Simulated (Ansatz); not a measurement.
ZrGeO3:
```
CELL_PARAMETERS angstrom
      3.98628     0.00000     0.00000
      0.00000     3.98628     0.00000
      0.00000     0.00000     4.34494
ATOMIC_POSITIONS crystal
  Zr 0.50000 0.50000 0.57916
  Ge 0.00000 0.00000 0.19509
  O  0.00000 0.50000 0.44954
  O  0.50000 0.00000 0.44954
  O  0.50000 0.50000 0.01685
```

Relaxed with PBEsol.

### Question
Decompose the optical modes at the zone centre into irreducible representations, and say which are infrared and Raman allowed.

### Answer
Point group 4mm: Γ_opt = 3A1 + B1 + 4E. Infrared: A1, E. Raman: A1, B1, E.

### Question
Assign frequencies (DFPT, DFT-PBEsol in the program Ansatz with PAW potentials; without the LO–TO term).

### Answer
E 222i, E 144, A1 197, E 220, B1 305, A1 348, E 610, A1 636 cm⁻¹.

Subscripts of B labels follow the axes of the standard setting.

Space group P4mm. The start of the workflow was typed in or built on a structure type; neither database checked (COD, Materials Project) lists it. Whether it is the stable phase at ambient conditions was not checked. The cell was relaxed with PBEsol under the symmetry of its start. At this level the phase is dynamically unstable (imaginary phonons). No spin polarisation was allowed.

Potentials: the earlier of the program's two PAW sets. The files were generated under PBE; for other functionals the program regenerates the frozen cores, and for LDA and PBEsol the local potential too.
